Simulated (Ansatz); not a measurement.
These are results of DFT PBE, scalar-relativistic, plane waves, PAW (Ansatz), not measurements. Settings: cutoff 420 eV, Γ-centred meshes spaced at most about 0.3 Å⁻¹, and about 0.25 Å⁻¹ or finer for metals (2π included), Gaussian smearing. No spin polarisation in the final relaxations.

These are static total energies at zero pressure.

Compare these two cells of Y2NbC3, each relaxed at this level.

1.

```yaml
crystal:
  lattice:
    - [3.70641, 0.00000, 0.00000]
    - [-1.85321, 3.20985, 0.00000]
    - [0.00000, 0.00000, 9.09274]
  atoms:
    - { symbol: Y, position: [0.00000, 0.00000, 0.25655] }
    - { symbol: Y, position: [0.66667, 0.33333, 0.90523] }
    - { symbol: Nb, position: [0.33333, 0.66667, 0.57347] }
    - { symbol: C, position: [0.00000, 0.00000, 0.99846] }
    - { symbol: C, position: [0.33333, 0.66667, 0.36153] }
    - { symbol: C, position: [0.66667, 0.33333, 0.62489] }
```

2.

```yaml
crystal:
  lattice:
    - [3.38001, 0.00000, 0.00000]
    - [-1.69001, 2.92718, 0.00000]
    - [0.00000, 0.00000, 8.60880]
  atoms:
    - { symbol: Y, position: [0.33333, 0.66667, 0.17651] }
    - { symbol: Y, position: [0.66667, 0.33333, 0.82349] }
    - { symbol: Nb, position: [0.00000, 0.00000, 0.50000] }
    - { symbol: C, position: [0.00000, 0.00000, 0.00000] }
    - { symbol: C, position: [0.66667, 0.33333, 0.36044] }
    - { symbol: C, position: [0.33333, 0.66667, 0.63956] }
```

Problem. Which form is favoured at zero pressure, and by what margin per atom?

Solution. Cell 2 is lower, by 0.45 eV/atom. Cell 1 has Y and Nb ordered on zinc blende sites, space group P3m1 (No. 156), 18.0 Å³/atom and no gap on its mesh; cell 2 has Y and Nb ordered on rock salt sites, space group P-3m1 (No. 164), 14.2 Å³/atom and no gap. Counting C atoms around Nb and Y (those within 1.25 times the shortest such distance or 1.15 times the sum of covalent radii; a plus sign parts nearer from farther groups; a slash parts the counts of unlike sites), cell 1 has Y 3+1/4, Nb 1+3 and cell 2 has Y 6, Nb 6. The denser one is the lower, and pressure would at first widen the difference. Both come from invented guesses.

Cells relaxed within their symmetry can be saddle points. The P-3m1 cell of Y2NbC3 came from shaking the P3m1 one.
